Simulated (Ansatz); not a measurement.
# Computed properties of Ga

Ga:
```
CELL_PARAMETERS angstrom
      2.21170    -3.74638     0.00000
      2.21170     3.74638     0.00000
      0.00000     0.00000     4.43388
ATOMIC_POSITIONS crystal
  Ga 0.65593 0.34407 0.41529
  Ga 0.34407 0.65593 0.58471
  Ga 0.84407 0.15593 0.91529
  Ga 0.15593 0.84407 0.08471
```

Space group Cmce (No. 64), α-Ga; conventional cell a = 4.423 Å, b = 7.493 Å, c = 4.434 Å, α = 90.00°, β = 90.00°, γ = 90.00°.

Method: LDA (plane waves, PAW; program Ansatz). Structure relaxed to zero pressure with the same functional. Other levels are named where they apply.

Cell and energy:

```
Property             Result
---------------  ----------
Volume per atom    18.37 Å³
Density          6.30 g/cm³
```

Electronic structure:

```
Property                                                                    Result
------------------------------------  --------------------------------------------
Electronic character                                             metallic (no gap)
Density of states at the Fermi level  0.16 states/eV per atom (mean over ±0.08 eV)
```

Mechanics:

```
Property                               Value
----------------------------------  --------
Bulk modulus (Birch–Murnaghan fit)  65.9 GPa
Pressure derivative B′                   5.1
```

Phonons:

```
Quantity                                        Value
-----------------------------  ----------------------
Highest zone-centre frequency                242 cm⁻¹
Zone-centre stability          no imaginary mode at Γ
```

The LDA relaxation kept the symmetry of its start. As this level gives no gap, phonon frequencies hold no LO–TO term and depend on the k-mesh and smearing (Fermi–Dirac, 0.1 eV here). Axis ratios of metals converge slowly with the k-mesh, so a and c are less sure than the volume. Scalar-relativistic: spin–orbit coupling is off unless named, which matters more the heavier the elements.

Potentials: the later of the program's two PAW sets.
